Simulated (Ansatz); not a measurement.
## RbGdO₂ (R-3m): majority and minority states

Geometry: a structure as deposited in COD; nothing is relaxed.

Settings: PBEsol, 9×9×9 k mesh, Fermi–Dirac smearing of 0.08 eV. LAPW is all-electron LAPW in Ansatz 0.2.0. Site moments are integrated in spheres about the atoms.

The run was typed so:

```yaml
crystal:
  lattice:
    - [1.774, 1.0242193775, 6.5266666667]
    - [-1.774, 1.0242193775, 6.5266666667]
    - [0.0, -2.0484387551, 6.5266666667]
  atoms:
    - { symbol: Rb, position: [0.0, 0.0, 0.0] }
    - { symbol: Gd, position: [0.5, 0.5, 0.5], spin: 6.8 }
    - { symbol: O, position: [0.22, 0.22, 0.22] }
    - { symbol: O, position: [0.78, 0.78, 0.78] }
magnetization:
  spin_polarized: true
kpoints:
  mp_grid: { grid: [9, 9, 9] }
scf:
  occupations: { method: fermi_dirac, width: 0.08 }
hamiltonian:
  xc: pbesol
  pseudopotentials: { kind: all_electron, lapw: { basis_error: 0.001 } }
output:
  forces: true
  stress: true
  eigenvalues: false
  populations: true
  dos: { projected: true, de: 0.1, e_range: [-8, 5] }
```

Command: `ansatz run input.yaml --threads 2 --pin off --max-ram 6144MiB --backend cpu --events-out ev --progress --plain --runs-dir out`

Q: Give the density of states by spin, smoothed by a Gaussian of 0.15 eV.

A: 
| E − E_F (eV) | majority (states/eV/cell) | minority (states/eV/cell) |
| --- | --- | --- |
| -7.00 | 0.00 | 0.00 |
| -6.75 | 0.00 | 0.00 |
| -6.50 | 0.00 | 0.00 |
| -6.25 | 0.00 | 0.00 |
| -6.00 | 0.00 | 0.00 |
| -5.75 | 0.00 | 0.00 |
| -5.50 | 0.00 | 0.00 |
| -5.25 | 0.00 | 0.00 |
| -5.00 | 0.04 | 0.00 |
| -4.75 | 0.41 | 0.08 |
| -4.50 | 1.54 | 0.51 |
| -4.25 | 2.44 | 1.56 |
| -4.00 | 2.30 | 2.36 |
| -3.75 | 4.44 | 2.13 |
| -3.50 | 7.99 | 2.62 |
| -3.25 | 5.41 | 2.00 |
| -3.00 | 7.93 | 2.40 |
| -2.75 | 6.56 | 3.07 |
| -2.50 | 3.18 | 3.42 |
| -2.25 | 2.02 | 3.25 |
| -2.00 | 1.85 | 0.59 |
| -1.75 | 3.18 | 0.01 |
| -1.50 | 2.33 | 0.00 |
| -1.25 | 0.38 | 0.00 |
| -1.00 | 0.01 | 0.00 |
| -0.75 | 0.00 | 0.00 |
| -0.50 | 0.00 | 0.00 |
| -0.25 | 0.00 | 0.00 |
| 0.00 | 0.00 | 0.00 |
| 0.25 | 0.00 | 0.00 |
| 0.50 | 0.00 | 0.00 |
| 0.75 | 0.00 | 0.00 |
| 1.00 | 0.00 | 0.00 |
| 1.25 | 0.05 | 0.03 |
| 1.50 | 0.23 | 0.31 |
| 1.75 | 0.46 | 1.66 |
| 2.00 | 0.74 | 7.46 |
| 2.25 | 1.08 | 11.59 |
| 2.50 | 0.90 | 6.54 |
| 2.75 | 0.47 | 2.83 |
| 3.00 | 0.41 | 1.11 |
| 3.25 | 0.85 | 0.47 |
| 3.50 | 0.99 | 0.61 |
| 3.75 | 1.28 | 1.02 |
| 4.00 | 2.04 | 0.94 |
| 4.25 | 2.00 | 1.15 |
| 4.50 | 1.12 | 2.01 |
Site moments (μB): Rb1 0.00, Gd2 6.90, O3 0.01, O4 0.01. Cell moment 7.00 μB.

Löwdin populations of d and f shells (filled inner shells left out):

| shell | up | down |
| --- | --- | --- |
| Gd2 5d | 0.92 | 0.84 |
| Gd2 4f | 6.99 | 0.13 |

Further occupied bands lie below the window, the nearest with its top at -11.6 eV.

Without U a semilocal functional puts the f levels too near the Fermi level, which can change moments and the order of magnetic states; site and cell moments are spin moments. Spin–orbit coupling is left out although heavy atoms are present. With open f shells a run can end in a state that isn't the lowest. None of this fixes the real material's magnetic order: only patterns that fit the cell were computed, at zero temperature, with a functional that can overstate moments.
